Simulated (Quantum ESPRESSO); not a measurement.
Simulation results for Si₃BC₃N (made-up cell)

Calculation on a made-up crystal cell, not a measurement: periodic Kohn-Sham density functional theory in plane waves with PseudoDojo standard norm-conserving scalar-relativistic pseudopotentials, each functional with its own files (v0.5 for PBE, v0.4.1 for LDA and PBEsol), no spin polarisation, no spin-orbit coupling, atoms not relaxed, stress positive in tension, energies less a fixed whole-eV offset for each atom's element; levels are Kohn-Sham levels at fractions of this cell's reciprocal vectors, counted from the reference band (half the neutral cell's valence electrons, rounded up) at Gamma; error bars cover cutoff and k-mesh only, not smearing or the files; added strain carries the atoms with the cell, and shear is the tensor component; each bar is the largest change over components, and at least 0.002 eV, 0.002 eV per angstrom or 0.02 GPa; energies are for the whole cell, and the offsets were chosen from early runs and are not element reference energies. Program: Quantum ESPRESSO 7.5.

```yaml
- formula: Si3BC3N
  kind: "made-up cell"
  structure:
    cell_angstrom:
      - [4.4354, -0.019, 0.0536]
      - [-0.019, 4.3256, 0.0028]
      - [0.0536, 0.0028, 4.4376]
    atoms_fractional:
      - [B, -0.00504, -0.02848, 0.0001]
      - [Si, 0.02473, 0.49706, 0.4974]
      - [Si, 0.50732, -0.02514, 0.52334]
      - [Si, 0.49216, 0.50237, -0.00356]
      - [C, 0.25597, 0.23915, 0.24115]
      - [C, 0.23309, 0.80056, 0.71612]
      - [C, 0.75311, 0.25738, 0.74559]
      - ["N", 0.75283, 0.73191, 0.24063]
  given:
    lattice_type: "zincblende/diamond"
    functional: pbe
    "cutoff [eV]": 1143
    "fermi_dirac_smearing [eV]": 0.025
    "scf_tolerance [eV]": 1.0e-07
    electrons_removed: 0
    k_mesh: "4 x 4 x 4, shifted by half a step"
    atom_site: [1, 2, 3, 4, 5, 6, 7, 8]
    "atom_energy_offset [eV]": [-79, -115, -115, -115, -163, -163, -163, -283]
  results:
    "free_energy_less_offsets [eV]": -2.876
    "smearing_term_minus_ts [eV]": 0.0
    scf_iterations: 12
    "pressure [GPa]": -17.82
    "stress_xx [GPa]": 15.56
    "stress_yy [GPa]": 17.08
    "stress_zz [GPa]": 20.82
    "stress_yz [GPa]": 3.55
    "stress_xz [GPa]": 8.214
    "stress_xy [GPa]": -6.368
    force_site: [1, 2, 3, 4, 5, 6, 7, 8]
    "force_x [eV/angstrom]": [0.5601, -1.352, 3.38, 0.4658, -0.6726, -3.618, 0.5632, 0.6742]
    "force_y [eV/angstrom]": [2.34, -0.9929, 5.183, -0.8025, -0.9132, -4.675, -1.247, 1.107]
    "force_z [eV/angstrom]": [-0.6172, -0.4609, -4.374, -0.707, -0.245, 5.716, 0.8801, -0.1917]
    reference_band: 16
    level_k_point: [Gamma, "(1/2,1/2,1/2)", "(0.15,0,0)", "(0,0.15,0)", "(0,0,0.15)"]
    "next_band_up [eV]": [0.5289, 2.269, 0.973, 0.8778, 1.017]
    "error_bar_energy [eV]": 0.004599
    "error_bar_stress [GPa]": 0.03287
    "error_bar_force [eV/angstrom]": 0.002882
    "error_bar_next_band_up [eV]": 0.002
    error_bars_from: "tighter rerun of this cell"
```
